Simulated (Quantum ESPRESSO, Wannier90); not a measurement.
# Wannierisation of MoS2 (R3m)

```yaml
crystal:
  lattice:
    - [-1.59215, 2.75768, 0.00000]
    - [-3.18430, 0.00000, 0.00000]
    - [-1.59215, 0.91923, 6.48210]
  atoms:
    - { symbol: Mo, position: [0.00022, 0.00022, 0.99934] }
    - { symbol: S, position: [0.58706, 0.58706, 0.23881] }
    - { symbol: S, position: [0.74670, 0.74670, 0.75991] }
```

Materials Project entry mp-1434; symmetrised, unrelaxed at this level. COD (Crystallography Open Database) has the formula in 3 space groups, this one among them (matched by group alone). Method: PBEsol plane waves in Quantum ESPRESSO 7.5 (PseudoDojo norm-conserving files, 64 Ry, no spin polarisation, no spin-orbit coupling), Bloch states on a 12×12×12 mesh through Γ, Wannier90 4.0.1. Density: 12×12×12 mesh, cold smearing 0.01 Ry. The cell is built of weakly bound layers, chains or molecules, whose nearest atoms lie 3.85 Å apart. Database cells relaxed without dispersion often hold them too far apart, which can enlarge gaps and weakens couplings between them; spacing and stacking were not compared with the measured crystal.

Energies are relative to the valence-band maximum.

**Bands.** A Kohn-Sham gap of 1.07 eV opens above band 13. 4 filled groups are cut off by gaps; the highest, bands 7–13, spans -6.56 to 0.00 eV and is S 3p 60 %, Mo 4d 34 %.

**Model.** 11 functions (Mo d, S p) from bands 7-27, frozen to 2.57 eV, reach Ω_I = 17.17 Å² and follow pw.x to 0.5 meV rms (states up to 2.1 eV relative to the valence-band maximum).

**Frozen window.** Edge, Ω_I and misfit go -0.4 eV, 15.36 Å², 95 meV; 1.6 eV, 15.95 Å², 39 meV; 2.6 eV, 17.17 Å², 0.5 meV; 3.6 eV, 17.94 Å², 0.2 meV. Ω_I never falls as the edge rises, since each frozen state takes freedom from the choice of the smoothest subspace. The edges under the compared range leave its upper states unfrozen, and their misfit is the largest.

**No window.** Without a frozen window Ω_I drops to 12.96 Å² while the misfit grows to 674 meV: a small spread is no proof of good bands.

**Outer window.** The setting "only the lowest 13 of the kept bands" raises Ω_I to 17.98 Å², as fewer states are left to mix in, and the misfit goes to 0.1 meV.

**Stops.** With the frozen window to 6.00 eV the program stops (More states in the frozen window than target WFs). With the outer window to 3.31 eV the program stops (Energy window contains fewer states than number of target WFs).
